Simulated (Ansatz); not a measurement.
ZrS2:
```cif
data_S2Zr
_chemical_formula_sum 'Zr1 S2'
_space_group_name_H-M_alt 'P 1'
_space_group_IT_number 1
_cell_length_a 3.63504
_cell_length_b 3.63504
_cell_length_c 5.71961
_cell_angle_alpha 90.000
_cell_angle_beta 90.000
_cell_angle_gamma 120.000
loop_
_space_group_symop_operation_xyz
  'x, y, z'
loop_
_atom_site_label
_atom_site_type_symbol
_atom_site_fract_x
_atom_site_fract_y
_atom_site_fract_z
_atom_site_occupancy
Zr1 Zr 0.00000 0.00000 0.00000 1
S1 S 0.66667 0.33333 0.74470 1
S2 S 0.33333 0.66667 0.25530 1
```

Relaxed with PBE+D3(BJ). 

Task: HSE06 on this cell (Ansatz, a program for electronic structure, PAW) gives a gap of 1.42 eV. What does PBE+D3(BJ) give?

Result: 0.66 eV.

Cost on shared cores: the PBE+D3(BJ) run (SCF on a 9×9×5 mesh, then bands and DOS) about 24 core-seconds (a rough figure), the HSE06 run (SCF on 7×7×4, then a few points) very roughly 4 core-minutes; the tasks are unlike.

Space group P-3m1 (CdI2 type). The cell was relaxed with PBE+D3(BJ) under the symmetry of its start. The run is not spin-polarised. Spin–orbit coupling is left out wherever it is not named.

Potentials: the later of the program's two PAW sets.

Ansatz is a plane-wave DFT program.
